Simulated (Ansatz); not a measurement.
**BN: modes and screening against the lattice constant**

The calculation used DFT LDA, scalar-relativistic, plane waves, PAW (Ansatz 0.2.0). Cutoff 420 eV, 12×12×12 k-points (Γ-centred), fixed occupations. No spin polarisation. Phonons by linear response, acoustic sum rule imposed.

The cell is fixed (symmetry leaves no force on the atoms) and stands under -9.6 GPa:
```yaml
crystal:
  lattice:
    - [0.00000, 1.80530, 1.80530]
    - [1.80530, 0.00000, 1.80530]
    - [1.80530, 1.80530, 0.00000]
  atoms:
    - { symbol: B, position: [0.00000, 0.00000, 0.00000] }
    - { symbol: N, position: [0.25000, 0.25000, 0.25000] }
```

The cell is the ideal cubic zincblende prototype.

Problem. How do the optical zone-centre modes (counted from the lowest optical one, degenerate ones once; i marks imaginary ones; without the LO field) and the screening change over a = 3.347, 3.582, 3.611 and 3.682 Å (k meshes 12×12×12, 8×8×8, 12×12×12, 10×10×10)?

Solution.
```tsv
a (Å)	3.347	3.582	3.611	3.682
pressure (GPa)	116.8	-0.5	-9.6	-28.9
gap on the mesh (eV)	4.62	4.39	4.37	4.29
ε∞	4.43	4.57	4.59	4.65
ε0	5.9	6.7	6.9	7.2
mode 1 (cm⁻¹)	1357	1066	1035	961
```

Cost: 4 runs of about 8.8 core-minutes in all, on Intel Xeon Processor @ 2.50GHz (Skylake/Cascade Lake), Oxide Virtual Turin-like Processor (Zen 5) (shared hosts).